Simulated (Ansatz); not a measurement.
Computed with DFT PBE, scalar-relativistic, plane waves, PAW in Ansatz. Settings: cutoff 420 eV, Γ-centred meshes spaced at most about 0.3 Å⁻¹, and about 0.25 Å⁻¹ or finer for metals (2π included), Gaussian smearing. No spin polarisation in the final relaxations.

These are static total energies at zero pressure. All come from trial cells, and lower structures may exist.

Task: These unrelaxed guesses for Hf2Sc3N are each relaxed within their symmetry. Order them by the energy at which they end, lowest first.
A.

```cif
data_structure
_symmetry_space_group_name_H-M 'P6/mmm'
_symmetry_Int_Tables_number 191
_cell_length_a 4.1336
_cell_length_b 4.1336
_cell_length_c 6.7990
_cell_angle_alpha 90.000
_cell_angle_beta 90.000
_cell_angle_gamma 120.000
_cell_volume 100.61
loop_
_atom_site_label
_atom_site_type_symbol
_atom_site_symmetry_multiplicity
_atom_site_Wyckoff_symbol
_atom_site_fract_x
_atom_site_fract_y
_atom_site_fract_z
_atom_site_occupancy
Hf1 Hf 2 e 0.00000 0.00000 0.79243 1
Sc1 Sc 2 d 0.33333 0.66667 0.50000 1
Sc2 Sc 1 b 0.00000 0.00000 0.50000 1
N1 N 1 a 0.00000 0.00000 0.00000 1
```

B.

```cif
data_structure
_symmetry_space_group_name_H-M 'P4mm'
_symmetry_Int_Tables_number 99
_cell_length_a 4.2940
_cell_length_b 4.2940
_cell_length_c 6.0070
_cell_angle_alpha 90.000
_cell_angle_beta 90.000
_cell_angle_gamma 90.000
_cell_volume 110.76
loop_
_atom_site_label
_atom_site_type_symbol
_atom_site_symmetry_multiplicity
_atom_site_Wyckoff_symbol
_atom_site_fract_x
_atom_site_fract_y
_atom_site_fract_z
_atom_site_occupancy
Hf1 Hf 1 a 0.00000 0.00000 0.90399 1
Hf2 Hf 1 b 0.50000 0.50000 0.47454 1
Sc1 Sc 2 c 0.50000 0.00000 0.09445 1
Sc2 Sc 1 a 0.00000 0.00000 0.30560 1
N1 N 1 a 0.00000 0.00000 0.56777 1
```

C.

```cif
data_structure
_symmetry_space_group_name_H-M 'Cmmm'
_symmetry_Int_Tables_number 65
_cell_length_a 5.1699
_cell_length_b 9.3042
_cell_length_c 4.2665
_cell_angle_alpha 90.000
_cell_angle_beta 90.000
_cell_angle_gamma 90.000
_cell_volume 205.23
loop_
_atom_site_label
_atom_site_type_symbol
_atom_site_symmetry_multiplicity
_atom_site_Wyckoff_symbol
_atom_site_fract_x
_atom_site_fract_y
_atom_site_fract_z
_atom_site_occupancy
Hf1 Hf 4 f 0.75000 0.25000 0.50000 1
Sc1 Sc 4 i 0.00000 0.32204 0.00000 1
Sc2 Sc 2 c 0.50000 0.00000 0.50000 1
N1 N 2 a 0.00000 0.00000 0.00000 1
```

Result: B (ends in P4mm, 0 meV/atom), A (ends in P6/mmm, 0.48 eV/atom), C (ends in Cmmm, 0.83 eV/atom). Even the lowest end lies +0.46 eV/atom against the elements.

Spin–orbit coupling, which can matter for Hf, is left out. A magnetic state wasn't ruled out in cells without spin, among them Cmmm. Cells relaxed within their symmetry can be saddle points. Some types were kept out of the candidates beforehand, so the set may lack a known form.
